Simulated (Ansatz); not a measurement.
GaN:
```
CELL_PARAMETERS angstrom
      3.18312     0.00000     0.00000
     -1.59156     2.75666     0.00000
      0.00000     0.00000     5.18369
ATOMIC_POSITIONS crystal
  Ga 0.66667 0.33333 0.00099
  Ga 0.33333 0.66667 0.50099
  N  0.66667 0.33333 0.62421
  N  0.33333 0.66667 0.12421
```

Relaxed with r²SCAN. Special points in fractions of this cell's reciprocal vectors: Γ (0.000, 0.000, 0.000); M (0.500, 0.000, 0.000); K (0.333, 0.333, 0.000); A (0.000, 0.000, 0.500); L (0.500, 0.000, 0.500); H (0.333, 0.333, 0.500).

Task: List the band energies nearest the valence-band maximum at these points for r²SCAN in the plane-wave PAW code Ansatz.

Result: In eV from the valence-band maximum; about four levels below and three above (degenerate sets whole), none deeper than 8.9 eV; points with the same levels are listed once.

```tsv
k	below	above
Γ	-1.07 -1.07 -0.04 0.00 0.00	2.35 4.83 9.97
M	-4.29 -2.83 -2.24 -1.03	5.59 6.14 6.56
K	-5.42 -5.42 -5.41 -3.05 -3.05 -2.80	5.61 8.55 8.55
A	-0.55 -0.55 -0.55 -0.55	4.78 4.78 9.20 9.20
L	-2.01 -2.01 -1.95 -1.95	4.90 4.90 8.44 8.44
H	-4.30 -4.30 -1.52 -1.52	7.03 7.03 7.88 7.88
```

Space group P6_3mc (wurtzite). Symmetry was held in the r²SCAN relaxation. Spin–orbit coupling is left out wherever it is not named.

Potentials: the later of the program's two PAW sets.
